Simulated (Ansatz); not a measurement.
# K: course of a relaxation

These are results of Ansatz 0.2.0, DFT PBEsol, scalar-relativistic, plane waves, PAW, not measurements. (420 eV cutoff, 12×12×4 k-mesh, Gaussian smearing of 0.10 eV, no spin polarisation)

What was changed in Cu: Cu → K on all its sites, cell and atoms relaxed.

Command:

```bash
ansatz run input.yaml --threads 1 --pin off --max-ram 2560MiB --backend cpu --events-out ev --progress --plain --runs-dir out
```

Input:

```yaml
crystal:
  lattice:
    - [4.6695985644, 1.0e-10, 0.0]
    - [-2.3347992823, 4.0439909822, 0.0]
    - [0.0, 0.0, 14.8532172707]
  atoms:
    - { symbol: K, position: [0.0, 0.0, 0.0] }
    - { symbol: K, position: [0.3333333333, 0.6666666667, 0.25] }
    - { symbol: K, position: [0.0, 0.0, 0.5] }
    - { symbol: K, position: [0.6666666667, 0.3333333333, 0.75] }
basis:
  ecutwfc: 420
kpoints:
  mp_grid: { grid: [12, 12, 4] }
hamiltonian:
  xc: pbesol
scf:
  occupations: { method: gaussian, width: 0.1 }
output:
  forces: true
  stress: true
  eigenvalues: true
relax:
  adjacent_minimum: "off"
  f_tol: 0.01
  max_steps: 60
  cell: { stress_tol: 0.1 }
```

F is the free energy. Steps run on the plane waves of an earlier cell, but the last one, and at times one on the way, on a freshly chosen basis, so a repeated geometry can differ a little in energy.

Steps:

```json
{"step": "1", "F − F(1) (eV)": "0.0000", "largest force component (eV/Å)": "0.000", "V (Å³/atom)": "70.121", "P (GPa)": "0.05"}
{"step": "2", "F − F(1) (eV)": "-0.0004", "largest force component (eV/Å)": "0.000", "V (Å³/atom)": "70.254", "P (GPa)": "0.05"}
{"step": "3", "F − F(1) (eV)": "-0.0019", "largest force component (eV/Å)": "0.000", "V (Å³/atom)": "71.196", "P (GPa)": "-0.01"}
{"step": "4", "F − F(1) (eV)": "-0.0019", "largest force component (eV/Å)": "0.000", "V (Å³/atom)": "71.196", "P (GPa)": "-0.01"}
```

Relaxed structure:

```yaml
crystal:
  lattice:
    - [4.66626, 0.00000, 0.00000]
    - [-2.33313, 4.04110, 0.00000]
    - [0.00000, 0.00000, 15.10246]
  atoms:
    - { symbol: K, position: [0.00000, 0.00000, 0.00000] }
    - { symbol: K, position: [0.33333, 0.66667, 0.25000] }
    - { symbol: K, position: [0.00000, 0.00000, 0.50000] }
    - { symbol: K, position: [0.66667, 0.33333, 0.75000] }
```

It takes space group P6_3/mmc (No. 194, hexagonal). The conventional cell has a = 4.666 Å, b = 4.666 Å, c = 15.102 Å, α = 90.00°, β = 90.00°, γ = 120.00°.

The run converged. It took 23 s on 1 thread of AMD EPYC 9R45 96-Core Processor (Zen 5), on a shared host, peak memory 0.68 GiB.